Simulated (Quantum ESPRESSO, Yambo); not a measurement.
KTaO$_{3}$ (cubic perovskite, space group Pm-3m, No. 221): static response along x against the Γ-centred k mesh (Yambo on LDA (Quantum ESPRESSO, PseudoDojo norm-conserving, 84 Ry, no spin-orbit coupling) bands; 56 bands, 3 Ry block). The smallest direct LDA gap is 2.72 eV.

| k mesh | ε(0), independent particles | ε(0), RPA with local fields | rough Yambo cost |
|---|---|---|---|
| 4×4×4 | 6.12 | 5.89 | about 1/5 |
| 6×6×6 | 5.67 | 5.46 | about 1/2 |
| 8×8×8 | 5.61 | 5.40 | within a factor of two |
| 10×10×10 | 5.60 | 5.40 | 1 |

The last step changes the RPA value by 0.1 %. Electronic response only; costs are rough.

Geometry of the Materials Project entry, not relaxed at this level; primitive cell a = 3.995 Å, b = 3.995 Å, c = 3.995 Å, α = 90.00°, β = 90.00°, γ = 90.00°.
